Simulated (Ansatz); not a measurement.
Relaxed candidate structures of CuAu$_{3}$:

A. Pmmm (No. 47), oP4; a = 2.874 Å, b = 2.886 Å, c = 7.530 Å, α = β = γ = 90.00°; close to P4/mmm at 0.1 Å; Au 1a (0.000, 0.000, 0.000); Au 2t (0.500, 0.500, 0.274); Cu 1c (0.000, 0.000, 0.500)

B. C2/m (No. 12), mS8; a = 9.4563 Å, b = 2.8373 Å, c = 4.8416 Å, α = γ = 90.00°, β = 103.93°; Au 4i (0.237, 0.000, 0.240); Au 2c (0.500, 0.500, 0.500); Cu 2b (0.000, 0.500, 0.000)

Question: Order them by energy per atom (lowest first) at the level PBEsol (plane waves to 420 eV, PAW, scalar-relativistic; Ansatz, a program for electronic structure).

Answer: A (reference), B (+0.03 eV/atom)

1 run with a doubtful electronic state, a coarser numerical grid, an end not at rest or a source that can't be used is left out. Each run could gain symmetry but not lose that of its start, so entries can be saddle points. All of these are generated cells (placed on structure types, drawn at random, substituted or restacked) that were not matched to a known phase here. The real structure of this composition may not be among these. Energies are at zero temperature and pressure, without zero-point motion. No spin polarisation in the result.
